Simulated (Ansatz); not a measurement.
# Relaxing silicon (BC8)

Computed with DFT, BLYP, plane waves (420 eV) with PAW, scalar-relativistic (Ansatz). The PAW files were generated under PBE, with cores re-solved for the functional.

k-point mesh 4×4×4, Fermi-Dirac smearing 0.05 eV, no spin polarisation. Cell and atoms relax.

Starting structure:

```yaml
crystal:
  lattice:
    - [-3.318, 3.318, 3.318]
    - [3.318, -3.318, 3.318]
    - [3.318, 3.318, -3.318]
  atoms:
    - { symbol: Si, position: [0.2006, 0.2006, 0.2006] }
    - { symbol: Si, position: [0.5, 0.0, 0.2994] }
    - { symbol: Si, position: [0.2994, 0.5, 0.0] }
    - { symbol: Si, position: [0.0, 0.2994, 0.5] }
    - { symbol: Si, position: [0.7994, 0.7994, 0.7994] }
    - { symbol: Si, position: [0.5, 0.0, 0.7006] }
    - { symbol: Si, position: [0.7006, 0.5, 0.0] }
    - { symbol: Si, position: [0.0, 0.7006, 0.5] }
hamiltonian:
  xc: blyp
  pseudopotentials:
    kind: paw
    azcp:
      Si: "pseudopotentials/Si.paw.azcp"
basis:
  ecutwfc: 420
  fft_grid_basis: typed
kpoints:
  mp_grid: { grid: [4, 4, 4], shift: [0, 0, 0] }
magnetization:
  spin_polarized: false
scf:
  occupations: { method: fermi_dirac, width: 0.05 }
relax:
  max_steps: 60
  f_tol: 0.01
  cell: {}
```

Q: The pressure at the start is 5.8 GPa. By how much does the volume change?

A: From 18.26 to 19.52 Å³ per atom, 6.9 %. The final cell has a = 6.785 Å.

Q: How much energy does the relaxation gain?

A: 20.8 meV per atom.
